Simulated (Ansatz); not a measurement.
Method: DFT PBE, scalar-relativistic, plane waves, PAW (Ansatz). Settings: cutoff 420 eV, Γ-centred meshes spaced at most about 0.3 Å⁻¹ (2π included), Gaussian smearing. No spin polarisation in the final relaxations.

Temperature and zero-point effects are left out. All come from trial cells, and lower structures may exist.

**Question.** Order these relaxed structures of Y3AlN4 by energy, lowest first, with the energy over the lowest of them.
A.

```
Y Al N
1.0
     3.33815    0.00000    0.00000
     0.00000    4.82421    0.00000
     0.00000    0.00000    6.67045
Y Al N
3 1 4
Direct
  0.50000 0.50000 0.24038
  0.00000 0.00000 0.50000
  0.50000 0.50000 0.75962
  0.00000 0.00000 0.00000
  0.00000 0.50000 0.50000
  0.50000 0.00000 0.77442
  0.00000 0.50000 0.00000
  0.50000 0.00000 0.22558
```

B.

```
Y Al N
1.0
     5.06205    0.00000    0.00000
     0.00000    5.06205    0.00000
     0.00000    0.00000    5.06205
Y Al N
3 1 4
Direct
  0.50000 0.00000 0.00000
  0.00000 0.00000 0.50000
  0.00000 0.50000 0.00000
  0.50000 0.50000 0.50000
  0.72737 0.27263 0.72737
  0.72737 0.72737 0.27263
  0.27263 0.27263 0.27263
  0.27263 0.72737 0.72737
```

C.

```
Y Al N
1.0
    -2.40872    2.40872    4.65275
     2.40872   -2.40872    4.65275
     2.40872    2.40872   -4.65275
Y Al N
3 1 4
Direct
  0.00000 0.00000 0.00000
  0.75000 0.25000 0.50000
  0.25000 0.75000 0.50000
  0.50000 0.50000 0.00000
  0.72882 0.72882 0.00000
  0.27118 0.27118 0.00000
  0.50000 0.00000 0.50000
  0.00000 0.50000 0.50000
```

D.

```
Y Al N
1.0
     3.42235    0.00000    0.00000
     0.00000    6.68378    0.00000
    -0.12395    0.00000    4.95168
Y Al N
3 1 4
Direct
  0.49676 0.74456 0.48647
  0.96416 0.00000 0.99011
  0.49676 0.25544 0.48647
  0.17345 0.50000 0.93729
  0.97856 0.00000 0.50356
  0.44093 0.25615 0.01326
  0.00850 0.50000 0.56957
  0.44093 0.74385 0.01326
```

**Answer.** D (0 meV/atom), A (50 meV/atom), C (70 meV/atom), B (130 meV/atom). Forms: D Y and Al ordered on rock salt sites, Pm; A Y and Al ordered on rock salt sites, Pmmm; C Y and Al ordered on rock salt sites, I4/mmm; B Y and Al ordered on zinc blende sites, P-43m. Counting N atoms around Al and Y (those within 1.25 times the shortest such distance or 1.15 times the sum of covalent radii; a plus sign parts nearer from farther groups): D has Y 6, Al 3; A has Y 6, Al 6; C has Y 6, Al 2+4; B has Y 4, Al 4.

Cells relaxed within their symmetry can be saddle points. The Pm cell of Y3AlN4 came from shaking the Pmmm one. Some structure types and database cells were kept out of the candidates from the start, so a known form may be missing.
